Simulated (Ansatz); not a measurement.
# One input, then a changed one: Li2Pt (fluorite type)

First run: DFT, PBEsol, all-electron LAPW, scalar-relativistic (Ansatz 0.2.0).

Command: `ansatz run input.yaml --threads 1 --pin off --max-ram 3072MiB --backend cpu --events-out ev --progress --plain --runs-dir out` It took 26 s on 1 thread of AMD EPYC 7R43 64-Core Processor (Zen 3) (shared host), peak memory 0.43 GiB.

```yaml
crystal:
  lattice:
    - [0.0, 2.9314328445, 2.9314328445]
    - [2.9314328445, 0.0, 2.9314328445]
    - [2.9314328445, 2.9314328445, 0.0]
  atoms:
    - { symbol: Pt, position: [0.0, 0.0, 0.0] }
    - { symbol: Li, position: [0.25, 0.25, 0.25] }
    - { symbol: Li, position: [0.75, 0.75, 0.75] }
kpoints:
  mp_grid: { grid: [11, 11, 11] }
  band_path:
    path:
      - [0.0, 0.0, 0.0]
      - [0.5, 0.0, 0.5]
      - [0.625, 0.25, 0.625]
      - [0.375, 0.375, 0.75]
      - [0.0, 0.0, 0.0]
      - [0.5, 0.5, 0.5]
      - [0.5, 0.25, 0.75]
      - [0.5, 0.0, 0.5]
    npoints: 14
scf:
  occupations: { method: fermi_dirac, width: 0.05 }
hamiltonian:
  xc: pbesol
  pseudopotentials: { kind: all_electron, lapw: { basis_error: 0.0005 } }
output:
  forces: true
  stress: true
  eigenvalues: true
  populations: true
  dos: { projected: true, de: 0.2, e_range: [-14, 8] }
```

The cell comes from a relaxation on PAW files under the same functional, begun from a prototype that needn't be the stable phase.

It converges in 6 SCF iterations at a pressure of 0.00 GPa.

The input is then changed:

```diff
   occupations: { method: fermi_dirac, width: 0.05 }
+  algorithm: direct_min
 hamiltonian:
   populations: true
-  dos: { projected: true, de: 0.2, e_range: [-14, 8] }
```

Task: Predict the outcome of the changed run.

Result: It converges in 7 SCF iterations at a pressure of 0.00 GPa, free energy 0.0 meV/atom against the first run's.
